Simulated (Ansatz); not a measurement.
Method: Ansatz, DFT, r2SCAN, plane waves (500 eV) with PAW, scalar-relativistic. (PAW data from PBE, frozen cores regenerated.)

An element in the bcc structure gives this curve. The cell is scaled uniformly from the relaxed one, with fractional coordinates and shape fixed. Energies are extrapolated to zero smearing, pressures are those at the given smearing. Magnetic state: ferromagnetic.

```tsv
V (Å³/atom)	E − E₀ (meV/atom)	P (GPa)	sphere moment (μB)
12.672	217.4	44.18	0.99
13.248	91.3	26.48	1.13
13.824	22.7	12.15	1.23
14.400	0.1	0.90	1.33
14.976	13.3	-7.92	1.43
15.552	54.8	-14.85	1.53
16.128	117.9	-20.16	1.62
```

Task: Which element is it?
A. platinum
B. ruthenium
C. palladium
D. molybdenum

Result: B. Its fit is V₀ = 14.45 Å³/atom, B₀ = 243 GPa, B₀′ = 5.0.
